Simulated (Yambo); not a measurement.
Yambo run on CdI₂ (CdI2 type, space group P-3m1, No. 164). The wavefunctions are norm-conserving PBEsol (Quantum ESPRESSO, 102 Ry, scalar-relativistic) ones on a 3×3×2 mesh (17 occupied bands); a = b = 4.242 Å, c = 6.817 Å, α = β = 90.00°, γ = 120.00°.

Yambo input:

```
rim_cut
gw0
dyson
el_el_corr
HF_and_locXC
ppa
em1d
RandQpts= 1000000
RandGvec= 1 Ry
EXXRLvcs= 102 Ry
VXCRLvcs= 408 Ry
Chimod= "HARTREE"
% BndsRnXp
 5 | 133 |
%
NGsBlkXp= 8 Ry
% LongDrXp
 1.0 | 1.0 | 1.0 |
%
PPAPntXp= 27.2114 eV
% GbndRnge
 1 | 133 |
%
GTermKind= "BG"
DysSolver= "n"
ExtendOut
% QPkrange
 1 | 1 | 17 | 18 |
 2 | 2 | 17 | 17 |
%
```

k points by index: 1 = Γ, 2 = A.

Resulting energies as the program prints them:

```
#    K-point    Band    Eo [eV]    E [eV]    E-Eo [eV]    Vxc [eV]    Vnlxc [eV]    Sc|Eo [eV]    Sc|E [eV]    dSc/dw|Eo [eV]    Re(Z)    Im(Z)
#
    1    17    -0.123845    -0.907946    -0.784100    -11.62238    -14.21262    1.602558    1.806137    -7.063875    0.793904    -0.001643
    1    18    2.319400    2.855289    0.535889    -10.60756    -6.491946    -3.460581    -3.579726    -6.048720    0.818137    -0.001293
    2    17    0.000000    -0.809939    -0.809939    -12.44848    -15.21234    1.746073    1.953918    -6.981922    0.795807    -0.001510
```
(The two width columns are left out.) Convergence of these settings isn't established.

Spin-orbit coupling is not included.

Geometry relaxed with PBE+D3(BJ).
